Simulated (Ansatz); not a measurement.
## Ta5N6: do energies and stresses tell the same story?

These are results of DFT PBEsol, scalar-relativistic, plane waves, PAW in Ansatz, not measurements.

Plane waves to 420 eV, a k mesh through Γ of 12×12×4 on the computed 22-atom cell and Gaussian smearing (0.10 eV); no spin polarisation.

Relaxed cell: P6_3/mcm, a = 5.168 Å, b = 5.168 Å, c = 10.342 Å, α = 90.00°, β = 90.00°, γ = 120.00°, 22 atoms in the primitive cell. Whether it is the stable form of this composition wasn't checked.

Energies at zero smearing and pressures from the stress tensor, at volumes with shape and atoms relaxed:
```csv
V (Å³/atom),E − E(first) (meV/atom),P (GPa)
9.568,0.00,51.99
9.894,-88.92,35.80
10.220,-147.33,21.96
10.546,-179.67,10.12
10.873,-189.70,0.01
11.199,-180.67,-8.63
11.525,-155.36,-16.01
11.960,-100.37,-24.19
```

Problem. Check P = −dE/dV between neighbouring volumes, and get the bulk modulus from the pressures alone.

Solution. With 1 eV/Å³ = 160.2 GPa:
```tsv
middle V (Å³/atom)	−ΔE/ΔV (GPa)	mean P (GPa)
9.731	43.675	43.895
10.057	28.694	28.878
10.383	15.883	16.040
10.709	4.929	5.065
11.036	-4.436	-4.313
11.362	-12.434	-12.324
11.742	-20.258	-20.102
```

The two differ by 0.22 GPa at most. The mean of two end pressures misses the average over a step by about ΔV² P″/12, up to 0.21 GPa here; with that taken off 0.01 GPa remains. Around V = 10.873 Å³/atom, the two neighbours give B = −V ΔP/ΔV = 10.873 × 18.76 / 0.652 = 312.6 GPa, against B0 = 310.9 GPa from the Birch–Murnaghan fit of the energies.

Spin–orbit coupling is left out, which can shift energies with elements as heavy as these.

Cost: 9 runs of about 2.1 core-hours in all, on AMD EPYC (Zen 3) (shared hosts).